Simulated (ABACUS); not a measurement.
ABACUS run on Ta (C2/m, 1 atom in the cell; from Materials Project mp-50, changed as shown): self-consistent single point.

All values come from this method and carry its errors: ABACUS with PBEsol, numerical atomic orbitals TZP (confined pseudo-atomic orbitals with Gaussian additions; energy shift 0.01 Ry), PseudoDojo 0.4 standard norm-conserving PBEsol (tails mended) pseudopotentials.

The change in words: lattice vector c scaled by 1.02. Reference geometry (Im-3m):
```
Ta
1.0
   -1.65493     1.65493     1.65493
    1.65493    -1.65493     1.65493
    1.65493     1.65493    -1.65493
Ta
1
Cartesian
  0.00000   0.00000   0.00000
```

Reference input (self-consistent single point, DFT, PBEsol, numerical atomic orbitals TZP (confined pseudo-atomic orbitals with Gaussian additions; energy shift 0.01 Ry), PseudoDojo 0.4 standard norm-conserving PBEsol (tails mended) pseudopotentials): basis = TZP numerical atomic orbitals, energy shift 0.01 Ry; KPT = MP 11 11 11 0 0 0; basis_type = lcao; dft_functional = PBESOL; ecutwfc = 100 Ry; smearing_method = mv; smearing_sigma = 0.00734986 Ry; potentials = PseudoDojo 0.4 standard norm-conserving PBEsol (tails mended); symmetry = 1; ks_solver = genelpa; scf_nmax = 100; scf_thr = 1.0e-06. This run's input differs from it in these lines:

```diff
@@ -33,3 +33,3 @@
    3.1273644554   -3.1273644554    3.1273644554
-   3.1273644554    3.1273644554   -3.1273644554
+   3.1899125004    3.1899125004   -3.1899125004
```

Output, abridged:

```
 SELF-CONSISTENT
 -------------------------------------------

                  longest orb rcut (Bohr) = 7.5
   longest nonlocal projector rcut (Bohr) = 2.3
                     search radius (Bohr) = 19.6

                          real space grid = [ 36, 36, 36 ]
                                 init_chg = atomic

 LCAO ALGORITHM --------------- ION=   1  ELEC=   1--------------------------------

 Density error is 0.0463609494764
 E_KohnSham     -130.1576968539      -1770.8863157698
 E_Fermi        1.3225634374         17.9943987152

 LCAO ALGORITHM --------------- ION=   1  ELEC=   2--------------------------------

   [... lines left out ...]

   [... 4 blocks of this kind left out ...]

 LCAO ALGORITHM --------------- ION=   1  ELEC=   7--------------------------------

 Density error is 1.12971499491e-06
 E_KohnSham     -130.1570097692      -1770.8769675024
 E_Fermi        1.3031298767         17.7299915576

 LCAO ALGORITHM --------------- ION=   1  ELEC=   8--------------------------------

 Density error is 3.88843729519e-07
 E_KohnSham     -130.1570097692      -1770.8769675030
 E_KS(sigma->0) -130.1571056313      -1770.8782717742
 E_entropy(-TS) 0.0001917243         0.0026085424
 E_Fermi        1.3031300672         17.7299941497
 charge density convergence is achieved
 final etot is -1770.8769675 eV
 EFERMI = 17.72999415 eV

 STATE ENERGY(eV) AND OCCUPATIONS    NSPIN == 1
   [... 14 lines left out ...]

 TOTAL-FORCE (eV/Angstrom)
                       Ta1         0.0000000000         0.0000000000         0.0000000000

 TOTAL-STRESS (KBAR)
       -85.7968275786       -17.1525595715         9.7626802983
       -17.1525595715       -85.7968275786         9.7626802983
         9.7626802983         9.7626802983       -80.6671579027
 TOTAL-PRESSURE: -84.086938 KBAR

 --------------------------------------------
 !FINAL_ETOT_IS -1770.8769675030055168 eV
 --------------------------------------------
```

The run converged in 8 iterations. Against the reference run the free energy goes up by 18.8 meV/atom and the pressure goes from -4.98 to -8.41 GPa.

The atom-centred basis is finite, which shifts total energies and pressures against plane waves. The structure comes from a collection of computed structures, made at another level of theory; the collection holds predicted forms beside known ones. No clean gap shows at this smearing width and mesh (spacing up to 0.24 Å⁻¹); the mesh is coarse for partly filled bands, so the values carry mesh errors.

Cost on one core: very roughly 12 core-seconds.

The atomic orbitals were generated for these runs; they are not ABACUS's published sets and were checked against plane waves on a few crystals only.

“Tails mended”: in these copies of the files the far tail of each local potential was reset to the Coulomb form.
